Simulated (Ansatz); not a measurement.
Structure relaxation, P

The start is a relaxed P cell displaced along its unstable phonon at q = Γ (246i cm⁻¹), largest move 0.15 Å. Cell shape, volume and atoms are optimised at zero target pressure with r2SCAN (plane waves to 500 eV, PAW, scalar-relativistic; Ansatz, a quantum-chemistry and plane-wave program). The first steps use a coarse 13×13×13 k-mesh.

Initial structure:
```
CELL_PARAMETERS angstrom
     -1.74064     1.74064     2.47386
      1.74064    -1.74064     2.47386
      1.74064     1.74064    -2.47386
ATOMIC_POSITIONS crystal
  P  0.81547 0.77238 0.04309
  P  0.18453 0.22762 0.95691
```

```yaml
initial_pressure: "+5.1 GPa (positive: the cell is compressed)"
largest_initial_force: 0.67 eV/Å, on P1, P2 (atoms numbered as listed)
energy_released: 0.04 eV/atom
volume_change: +7.2 %, from 14.99 to 16.07 Å³/atom
relative_to_the_parent: "It does not go back: it reaches R-3m (No. 166), AFLOW prototype A_hR2_166_c (A7, as in As), 0.05 eV/atom below the parent"
Shortest distances (start → end): "The closest pairs of elements (up to four, under 3.6 Å), start → end: P–P 2.27 → 2.30 Å"
band_gap_at_the_end: no gap (metallic)
optimiser_moves: 8
```

The end point of the relaxation:

```cif
data_P6
_chemical_formula_sum 'P6'
_space_group_name_H-M_alt 'R-3m :H'
_space_group_IT_number 166
_space_group_name_Hall '-R 3 2"'
_cell_length_a 3.46590
_cell_length_b 3.46590
_cell_length_c 9.27034
_cell_angle_alpha 90.000
_cell_angle_beta 90.000
_cell_angle_gamma 120.000
loop_
_atom_site_label
_atom_site_type_symbol
_atom_site_symmetry_multiplicity
_atom_site_Wyckoff_symbol
_atom_site_fract_x
_atom_site_fract_y
_atom_site_fract_z
_atom_site_occupancy
P1 P 6 c 0.00000 0.00000 0.27198 1
```
(The calculation used a cell of 2 atoms; values per cell refer to that cell.)

Final values are on a 16×16×16 k-mesh of the relaxed cell. No spin polarisation in the result.

The run could not lose the symmetry of its start, so the end can be a saddle point.

The relaxed structure here is a generated cell of P: the first start was made by placing the elements on the sites of a structure type, and the end was not matched to a known phase here, so it may be hypothetical. Known forms of P include space group No. 64.
